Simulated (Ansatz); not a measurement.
Coordination and ³³S quadrupole coupling in Mg2MnIn3S8

Cell: a Materials Project structure (computed, not necessarily an observed phase), taken as it stands.

Space group R-3m:H (No. 166); a = 7.6448, c = 18.4332 Å, γ = 120.00°.

| site | Wyckoff | site symmetry | x | y | z |
| --- | --- | --- | --- | --- | --- |
| Mg | 6c | 3m | 0.0000 | 0.0000 | 0.8762 |
| Mn | 3b | -3m | 0.0000 | 0.0000 | 0.5000 |
| In | 9e | .2/m | 0.6667 | 0.8333 | 0.3333 |
| S7 | 18h | .m | 0.6961 | 0.8480 | 0.5805 |
| S9 | 6c | 3m | 0.0000 | 0.0000 | 0.2574 |

One atom of each set is listed; the run and its k-mesh use a cell of 14 atoms with edges of 7.57, 7.57, 7.57 Å.

The numbers come from a DFT calculation in Ansatz (PBE+U (U = 3.9 eV on Mn d), plane waves and PAW, scalar-relativistic, collinear spin, 420 eV cutoff, Γ-centred 6×6×6 k-points, Fermi–Dirac smearing 0.05 eV). Start moments as typed (μB): 4 on each Mn, none on the rest.

Q(³³S) = -69.40 mb.

**Question.** Order the S environments from the weakest to the strongest quadrupole coupling.
A. S7: 1 Mg at 2.50 Å, 1 Mn at 2.50 Å, 2 In at 2.65 Å
B. S9: 1 Mg at 2.46 Å, 3 In at 2.61 Å

**Answer.** B (1.39 MHz, η = 0.00), A (3.58 MHz, η = 0.26).

An axis of threefold or higher order runs through S9, so V_zz lies along it and η is zero.

The largest force is 0.5 eV/Å, so the atoms aren't at the calculated equilibrium and relaxing them would move these values. With no gap above 0.1 eV, as in a metal, the gradients converge slowly in k; expect changes of a tenth or more on a denser mesh. Without spin–orbit coupling (the program notes it for In) the gradients can shift somewhat, as the gap is small. Semilocal functionals make gaps too small and can close them, so the real compound need not be a metal. All moments are parallel here, as the start or the cell imposes; many such compounds order antiparallel, where fields and spin densities carried over to other atoms largely cancel. The magnetic order is the one that the run reached from its start moments, not necessarily the measured one.
